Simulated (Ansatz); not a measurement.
Relaxed-ion elastic tensor of ScOF in space group P4/nmm (No. 129; Sc on 2c, O on 2b, F on 2a) in GPa (Voigt order), plane-wave PAW LDA (Ansatz code); density 4.22 g/cm³, 10.48 Å³ per atom.

|  | 1 | 2 | 3 | 4 | 5 | 6 |
|---|---|---|---|---|---|---|
| 1 | 181 | 290 | 69.5 | 0.0 | 0.0 | 0.0 |
| 2 | 290 | 181 | 69.5 | 0.0 | 0.0 | 0.0 |
| 3 | 69.5 | 69.5 | 359 | 0.0 | 0.0 | 0.0 |
| 4 | 0.0 | 0.0 | 0.0 | 19.5 | 0.0 | 0.0 |
| 5 | 0.0 | 0.0 | 0.0 | 0.0 | 19.5 | 0.0 |
| 6 | 0.0 | 0.0 | 0.0 | 0.0 | 0.0 | 170 |

Is the crystal mechanically stable?

No: the smallest eigenvalue of C is -108 GPa.

The first step of the workflow began from a Materials Project structure, measured or hypothetical; the Crystallography Open Database copy checked does not list it. Whether it is the stable phase at ambient conditions was not checked. The LDA relaxation kept the symmetry of its start. At this level the phase is dynamically unstable (imaginary phonons). No spin polarisation was allowed.

Potentials: the later of the program's two PAW sets.
